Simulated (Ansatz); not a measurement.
**Question.** Name crystals whose computed values (the program Ansatz at the r²SCAN level (PAW)) fall in these windows: HSE06 gap (eV) 4.0 to 5.1; B₀ by P(V) fit (GPa) 33 to 40; electron conductivity mass (mₑ) 0.46 to 0.63.

**Answer.** 

```csv
crystal,HSE06 gap (eV),B₀ by P(V) fit (GPa),electron conductivity mass (mₑ)
"BaHCl, P4/nmm (Ba on 2c, H on 2a, Cl on 2c)",4.52,35.5,0.55
"Li2SiS3, Cmc2_1 (Li on 8b, Si on 4a, S on 8b, S on 4a)",4.13,39.3,0.60
```
Others may fit too.

Standing as an ambient phase not checked: BaHCl, P4/nmm (Ba on 2c, H on 2a, Cl on 2c); Li2SiS3, Cmc2_1 (Li on 8b, Si on 4a, S on 8b, S on 4a). All cells were relaxed under the symmetry of their starts (and spin orders); stability against distortions was not tested throughout. Spin–orbit coupling is left out wherever it is not named.

Potentials: the later of the program's two PAW sets.
